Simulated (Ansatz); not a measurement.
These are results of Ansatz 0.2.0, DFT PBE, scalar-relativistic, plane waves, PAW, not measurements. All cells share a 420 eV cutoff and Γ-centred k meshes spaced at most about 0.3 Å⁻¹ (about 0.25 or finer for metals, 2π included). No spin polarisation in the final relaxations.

These are static total energies at zero pressure. All come from trial cells, and lower structures may exist.

**Question.** Order these relaxed structures of Al2GaP3 by energy, lowest first, with the energy over the lowest of them.
A.

```
CELL_PARAMETERS angstrom
5.30049 0.00000 0.00000
-2.65024 4.59036 0.00000
0.00000 0.00000 4.24028
ATOMIC_POSITIONS crystal
Al 0.33333 0.66667 0.00000
Al 0.66667 0.33333 0.00000
Ga 0.00000 0.00000 0.00000
P 0.50000 0.00000 0.50000
P 0.50000 0.50000 0.50000
P 0.00000 0.50000 0.50000
```

B.

```
CELL_PARAMETERS angstrom
4.94451 0.00000 0.00000
-2.47226 4.28208 0.00000
0.00000 0.00000 4.77605
ATOMIC_POSITIONS crystal
Al 0.33333 0.66667 0.00000
Al 0.66667 0.33333 0.00000
Ga 0.00000 0.00000 0.00000
P 0.50000 0.00000 0.50000
P 0.00000 0.50000 0.50000
P 0.50000 0.50000 0.50000
```

C.

```
CELL_PARAMETERS angstrom
3.33289 0.00000 0.00000
0.00000 3.33289 0.00000
0.00000 0.00000 8.98839
ATOMIC_POSITIONS crystal
Al 0.00000 0.00000 0.33378
Al 0.00000 0.00000 0.66622
Ga 0.00000 0.00000 0.00000
P 0.50000 0.50000 0.21982
P 0.50000 0.50000 0.50000
P 0.50000 0.50000 0.78018
```

D.

```
CELL_PARAMETERS angstrom
3.59961 0.00000 0.00000
0.00000 3.59961 0.00000
0.00000 0.00000 7.89968
ATOMIC_POSITIONS crystal
Al 0.00000 0.00000 0.91625
Al 0.50000 0.50000 0.60649
Ga 0.50000 0.50000 0.23542
P 0.00000 0.00000 0.56345
P 0.00000 0.00000 0.26328
P 0.50000 0.50000 0.91511
```

**Answer.** D (0 meV/atom), C (248 meV/atom), B (382 meV/atom), A (398 meV/atom). Forms: D P4mm; C Al and Ga ordered on caesium chloride sites, P4/mmm; B P6/mmm; A P6/mmm. Counting P atoms around Al and Ga (those within 1.25 times the shortest such distance or 1.15 times the sum of covalent radii, 1.27 where that leaves under three; the shortest distance is added where it exceeds 1.18 times the sum of covalent radii; a slash parts the counts of unlike sites): D has Al 5/6, Ga 5; C has Al 8, Ga 8 from 3.1 Å; B has Al 6 from 2.8 Å, Ga 12 from 3.4 Å; A has Al 6, Ga 12 from 3.4 Å. D holds P–P pairs (shortest 2.37 Å) (bonds between like non-metal atoms; other contacts aren't counted).

Cells relaxed within their symmetry can be saddle points. Some types were kept out of the candidates beforehand, so the set may lack a known form.
